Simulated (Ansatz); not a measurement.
AlRu:
```yaml
crystal:
  lattice:
    - [1.48932, -4.54030, 0.00000]
    - [1.48932, 4.54030, 0.00000]
    - [0.00000, 0.00000, 4.08150]
  atoms:
    - { symbol: Al, position: [0.59242, 0.40758, 0.25000] }
    - { symbol: Ru, position: [0.86427, 0.13573, 0.25000] }
    - { symbol: Al, position: [0.40758, 0.59242, 0.75000] }
    - { symbol: Ru, position: [0.13573, 0.86427, 0.75000] }
```

Relaxed with r²SCAN.

Question: Map the valence electron density (e/Å³), cut off at 2 on the plane through (0.592, 0.408, 0.250) spanned by u = [1, 1, 0] and v = [1, -1, 0] in lattice vectors, from plane-wave PAW r²SCAN (Ansatz code).

Answer: x is the fraction of u, y of v (the angle between them is 90°; rows are the nearest grid lines); atoms in the plane: Al at (0.00, 0.00), Al at (0.50, 0.50), Ru at (0.00, 0.27), Ru at (0.50, 0.77).
```
|00000000000000000|
|00000100000100000|
|00011111111111000|
|11112234443221111|
|11125999999952111|
|11139999999993111|
|11139999999993111|
|00013799999731000|
|00001122222110000|
|00000111111100000|
|00000000000000000|
|00000000000000000|
|00000000000000000|
|11111100000111111|
|11111111111111111|
|99953211111235999|
|99999311111399999|
|99999311111399999|
|99996210001269999|
|65421100000112456|
|11110000000001111|
|00000000000000000|
|00000000000000000|
|00000000000000000|
```
Scale: ten equal steps from 0.050 (start of '0') to 2.00 (end of '9'), in the order '0123456789'; x runs from 0.000 to 1.00, y from 0.000 (bottom) to 1.00 (top).

The density is the valence pseudo-density with augmentation charge, so density and ELF within about 1 Å of a nucleus are not all-electron values.

Space group Cmcm. The start of the workflow was typed in or built on a structure type; neither database checked (COD, Materials Project) lists it. COD files the formula under space group No. 221, so this cell is another polymorph or a model. Whether it is the stable phase at ambient conditions was not checked. Symmetry was held in the r²SCAN relaxation; its stability against distortions is not shown here. No spin polarisation was allowed.

Potentials: the earlier of the program's two PAW sets.
